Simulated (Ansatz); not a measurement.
Pb$_{3}$O$_{4}$ in space group Pbam (No. 55; Pb on 4g, Pb on 2d, O on 4g, O on 4h), r²SCAN in the plane-wave PAW code Ansatz, all energies at zero smearing, with the estimated change up to a 700 eV cutoff added, with one set of potentials and settings (totals compare only within such a set). Cell of 14 atoms (6 Pb, 8 O): -76068.860 eV.

| element | reference phase | E (eV/atom) |
|---|---|---|
| Pb | Fm-3m, 1 atoms in the cell | -11920.8594 |
| O | C2/m, 4 atoms in the cell, spin-polarised | -566.0281 |

Formation energy per atom, worked out: (-76068.860 − 6×(-11920.8594) − 8×(-566.0281))/14 = -1.106 eV/atom (-107 kJ per mol of atoms), at 0 K, without zero-point energy or fitted corrections.

The first step of the workflow began from a Materials Project structure, measured or hypothetical; the Crystallography Open Database files this formula in space group No. 55, but the cells were not matched. Whether it is the stable phase at ambient conditions was not checked. The cell was relaxed with r²SCAN under the symmetry of its start; its stability against distortions is not shown here. The references are the lowest solids computed at this level, not always the standard phases (solids in place of the gases). Spin–orbit coupling is left out wherever it is not named.

Potentials: the later of the program's two PAW sets.
